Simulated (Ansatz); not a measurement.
YAl₅N₆: rattling a relaxed structure

The structure comes from a generated guess, relaxed at this level; another structure or a mixture of phases may lie lower.

All numbers below come from DFT PBE, scalar-relativistic, plane waves, PAW in Ansatz 0.2.0. Plane waves to 420 eV, a k mesh through Γ of 6×6×6 on the computed 12-atom cell and Gaussian smearing (0.02 eV); no spin polarisation.

The cell below (12 atoms, space group P31m (No. 157)) is relaxed within its symmetry.

```
Y Al N
1.0
     5.63517    0.00000    0.00000
    -2.81758    4.88020    0.00000
     0.00000    0.00000    5.09888
Y Al N
1 5 6
Direct
  0.00000 0.00000 0.97514
  0.66667 0.33333 0.99656
  0.33333 0.66667 0.99656
  0.00000 0.34967 0.50198
  0.65033 0.65033 0.50198
  0.34967 0.00000 0.50198
  0.66667 0.33333 0.37379
  0.33333 0.66667 0.37379
  0.00000 0.00000 0.44246
  0.00000 0.38523 0.87192
  0.61477 0.61477 0.87192
  0.38523 0.00000 0.87192
```

For the test it was strained at random (σ = 1.5 % a component), the atoms were moved at random (σ = 0.05 Å), and all was relaxed again on a coarse 4×3×3 mesh (in the run’s order of axes) with 0.10 eV smearing, with no symmetry imposed.

Problem. Does it come back?

Solution. It returns, within 1 meV/atom of the unmoved cell on that mesh and with the same symmetry when read at 0.1 Å. No instability shows in this cell; modes of other wave vectors, which need another repeat, aren't tested.
